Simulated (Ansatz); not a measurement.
Data:

AgW:
```cif
data_Ag4W4
_chemical_formula_sum 'Ag4 W4'
_space_group_name_H-M_alt 'Fm-3m'
_space_group_IT_number 225
_space_group_name_Hall '-F 4 2 3'
_cell_length_a 5.26643
_cell_length_b 5.26643
_cell_length_c 5.26643
_cell_angle_alpha 90.000
_cell_angle_beta 90.000
_cell_angle_gamma 90.000
loop_
_atom_site_label
_atom_site_type_symbol
_atom_site_symmetry_multiplicity
_atom_site_Wyckoff_symbol
_atom_site_fract_x
_atom_site_fract_y
_atom_site_fract_z
_atom_site_occupancy
Ag1 Ag 4 a 0.00000 0.00000 0.00000 1
W1 W 4 b 0.50000 0.50000 0.50000 1
```
(The calculation used a cell of 2 atoms; values per cell refer to that cell.)

This is the PBEsol-relaxed structure.

### Question
All from plane-wave PAW PBEsol (Ansatz code), unless another level is named. Give the formation energy from the elements (no fitted shifts).

### Answer
2.04 eV/atom.

### Question
What about the density of states at the Fermi level?

### Answer
1.1 states/eV per atom (mean over ±0.08 eV).

The start of the workflow was typed in or built on a structure type; neither database checked (COD, Materials Project) lists it. Whether it is the stable phase at ambient conditions was not checked. The cell was relaxed with PBEsol under the symmetry of its start. At this level the phase is mechanically unstable. The run is not spin-polarised. Its formation energy is positive at this level, so the cell may be metastable or incomplete. The references are the lowest solids computed at this level, not always the standard phases. Scalar-relativistic: spin–orbit coupling is off unless named, which matters more the heavier the elements.

Potentials: the later of the program's two PAW sets.
